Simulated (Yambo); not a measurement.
BSE-type run in Yambo on MgLa₂NiO₆ (space group R-3, No. 148), at zero momentum.

Quantum ESPRESSO step (PBEsol, PseudoDojo standard norm-conserving files, scalar-relativistic):
```
&CONTROL
  calculation = 'nscf'
  pseudo_dir = './pseudo'
  outdir = './out'
/
&SYSTEM
  ibrav = 0
  nat = 10
  ntyp = 4
  ecutwfc = 110.0
  ecutrho = 440.0
  occupations = 'fixed'
  force_symmorphic = .true.
  nbnd = 90
/
&ELECTRONS
  conv_thr = 1e-08
  diago_full_acc = .true.
  diago_thr_init = 1e-08
/
ATOMIC_SPECIES
O 15.9990 O.upf
Mg 24.3050 Mg.upf
Ni 58.6934 Ni.upf
La 138.9055 La.upf
CELL_PARAMETERS angstrom
  2.763050003000   1.595247663000   4.390130000000
 -2.763050003000   1.595247663000   4.390130000000
  0.000000000000  -3.190495327000   4.390130000000
ATOMIC_POSITIONS crystal
O   0.764390000000   0.301077000000   0.178910000000
O   0.235610000000   0.698923000000   0.821090000000
O   0.178910000000   0.764390000000   0.301077000000
O   0.821090000000   0.235610000000   0.698923000000
O   0.301077000000   0.178910000000   0.764390000000
O   0.698923000000   0.821090000000   0.235610000000
Mg   0.500000000000   0.500000000000   0.500000000000
Ni   0.000000000000   0.000000000000   0.000000000000
La   0.751502000000   0.751502000000   0.751502000000
La   0.248498000000   0.248498000000   0.248498000000
K_POINTS automatic
4 4 4 0 0 0
```

Yambo input:
```
rim_cut
optics
bse
bss
dipoles
em1s
RandQpts= 1000000
RandGvec= 1 Ry
FFTGvecs= 40 Ry
Chimod= "HARTREE"
BSKmod= "SEX"
BSEmod= "resonant"
BSSmod= "hs"
BSENGexx= 15 Ry
BSENGBlk= 3 Ry
% BSEQptR
 1 | 1 |
%
% BSEBands
 28 | 51 |
%
% BEnRange
 0.0 | 6.1 | eV
%
% BDmRange
 0.15 | 0.15 | eV
%
BEnSteps= 122
% BLongDir
 1.0 | 0.0 | 0.0 |
%
BSHayTrs= -0.02
BSSNEig= 24
WRbsWF
% BndsRnXs
 6 | 85 |
%
NGsBlkXs= 3 Ry
% LongDrXs
 1.0 | 1.0 | 1.0 |
%
```

From the report:

The dimension is k points × valence × conduction bands = 64 × 16 × 8 = 8192.
```
  [SLEPC] Approach                          : Krylov-Schur
  [SLEPC] Number of requested eigenvalues   :  24
  [SLEPC] Number of eigenvalues        [NEV]:  24
   [K] Dimension                                    :   8192
   [K] Bands                                        :   28   51
   [K] Exchange res                                 : yes
   [K] Correlation res                              : yes
   [K] W interaction is bare                        : no
   [K] RL vectors exchange                          :   761
   [K] RL vectors correlation                       :   77
   [W] Matrix size                                  :   77
   [W] Bands                                        :    6   85
   [W] Coulomb Cutoff                               : none
   [W] Hxc Kernel                                   : HARTREE
```
Lowest eigenvalues (eV; in brackets the number of states within 2 meV): 0.12 (2), 0.17 (1), 0.69 (1), 0.72 (2), 0.92 (2), 0.93 (1). They depend on the mesh, which isn't converged; without a scissor they sit on the DFT energy scale.

Geometry of the Materials Project entry, not relaxed at this level.

The structure is a Materials Project entry; no match was found in the copy of COD used, and its stability was not checked.

The runs are not spin-polarised; magnetic order was not tried.
